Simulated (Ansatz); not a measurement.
# Fixed-spin-moment curve of MnAl₃

All numbers below come from Ansatz 0.2.0, DFT PBEsol, scalar-relativistic, plane waves, PAW.

```cif
data_structure
_symmetry_space_group_name_H-M 'P 1'
_symmetry_Int_Tables_number 1
_cell_length_a 4.2537
_cell_length_b 4.2537
_cell_length_c 4.2537
_cell_angle_alpha 60.000
_cell_angle_beta 60.000
_cell_angle_gamma 60.000
_cell_volume 54.42
loop_
_atom_site_label
_atom_site_type_symbol
_atom_site_fract_x
_atom_site_fract_y
_atom_site_fract_z
_atom_site_occupancy
Al1 Al 0.25000 0.25000 0.25000 1
Al2 Al 0.75000 0.75000 0.75000 1
Al3 Al 0.50000 0.50000 0.50000 1
Mn1 Mn 0.00000 0.00000 0.00000 1
```

```
plane-wave cutoff : 420 eV
Γ-centred k-mesh  : 12×12×12
occupation rule   : Gaussian smearing, 0.1 eV
```

The total moment of the cell is held at each value, at fixed atoms.

Site moments are spin moments in atom-centred spheres that scale with the neighbour distance.

```tsv
held moment (μB/cell)	E above lowest (meV/atom)	P (GPa)	site moments (μB)
0.00	12.6	-1.7	none over 0.05
0.62	8.1	-1.4	Mn +0.63
1.25	0.0	-0.3	Mn +1.23
1.88	10.7	1.9	Mn +1.73
2.50	41.1	5.4	Mn +2.23
3.12	78.1	9.0	Al +0.09, Mn +2.65
3.75	139.6	12.6	Al +0.05 (×2), Al +0.13, Mn +3.01
4.38	239.5	16.5	Al +0.10 (×2), Al +0.18, Mn +3.33
5.00	371.0	20.6	Al +0.16 (×2), Al +0.23, Mn +3.59
```

Cost: 9 runs of about 1.2 core-minutes in all, on Arm Neoverse V2 (shared hosts).